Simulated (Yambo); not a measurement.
```xyz
12
Lattice="5.6468 0.0000 0.0000 0.0000 3.9683 0.0000 -3.0203 0.0000 7.2478" Properties=species:S:1:pos:R:3 pbc="T T T"
H     -0.4269     1.5377     1.9247
H      3.0534     2.4306     5.3231
H      4.5636     3.5218     1.6992
H     -1.9371     0.4465     5.5486
O      0.3028     0.9085     2.0830
O      2.3237     3.0598     5.1648
O      3.8338     2.8927     1.5409
O     -1.2073     1.0756     5.7069
K      2.7541     0.9777     3.1515
K     -0.1276     2.9906     4.0962
K      1.3826     2.9618     0.4723
K      1.2439     1.0065     6.7754
```

Response from Yambo on norm-conserving PBEsol (Quantum ESPRESSO, 84 Ry, without SOC) bands: 4×4×2 mesh, 127 bands, 3 Ry local-field block, 0.2 eV broadening.

### Question
Give the static electronic dielectric constant without and with local fields along each axis.

### Answer
```json
[
 {"field along": "x", "ε(0), independent particles": "2.69", "ε(0), RPA with local fields": "2.40", "refractive index √ε": "1.55"},
 {"field along": "y", "ε(0), independent particles": "2.68", "ε(0), RPA with local fields": "2.46", "refractive index √ε": "1.57"},
 {"field along": "z", "ε(0), independent particles": "2.63", "ε(0), RPA with local fields": "2.40", "refractive index √ε": "1.55"}
]
```
Electronic (clamped-ion) response only. PBEsol gaps are usually too small, which raises these values. Convergence of the RPA response with its 4×4×2 mesh was not tested. x, y and z are Cartesian axes of the cell as given.

Geometry of the Materials Project entry, not relaxed at this level.
